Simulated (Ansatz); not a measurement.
This run works on a generated trial structure, not on a known crystal.

Input and command of a plane-wave DFT calculation in Ansatz:

```yaml
crystal:
  lattice:
    - [3.9705235629, 0.0, 0.0]
    - [0.0, 3.9705235629, 0.0]
    - [0.0, 0.0, 10.3606947448]
  atoms:
    - { symbol: Ti, position: [0.5, 0.5, 0.0] }
    - { symbol: Sn, position: [0.0, 0.5, 0.2435445421] }
    - { symbol: Sn, position: [0.5, 0.0, 0.7564554579] }
    - { symbol: Sn, position: [0.0, 0.0, 0.5] }
    - { symbol: O, position: [0.0, 0.5, 0.4485048272] }
    - { symbol: O, position: [0.5, 0.0, 0.9603666233] }
    - { symbol: O, position: [0.0, 0.0, 0.7048025203] }
    - { symbol: O, position: [0.5, 0.5, 0.1910451433] }
    - { symbol: O, position: [0.0, 0.0, 0.2951974797] }
    - { symbol: O, position: [0.5, 0.5, 0.8089548567] }
    - { symbol: O, position: [0.0, 0.5, 0.0396333767] }
    - { symbol: O, position: [0.5, 0.0, 0.5514951728] }
basis:
  ecutwfc: 420
kpoints:
  mp_grid: { grid: [8, 8, 4] }
hamiltonian:
  xc: pbe
scf:
  occupations: { method: fixed }
output:
  forces: true
  stress: true
  eigenvalues: true
relax:
  adjacent_minimum: "off"
  f_tol: 0.001
  max_steps: 60
  cell: { stress_tol: 0.01 }
```

```bash
ansatz run input.yaml --threads 4 --pin off --max-ram 8192MiB --backend cpu --events-out ev --progress --plain --runs-dir out
```

Processor: Intel(R) Xeon(R) Processor @ 2.70GHz, 4 threads, on a host shared with other jobs.

**Question.** How long does it run, and how much memory does it take?

**Answer.** About 77 s, peak memory 0.78 GiB. It solves 63 bands at 45 k points (after reduction by symmetry) with about 3227 plane waves (on the last cell), in 29 SCF iterations over 4 ionic steps.
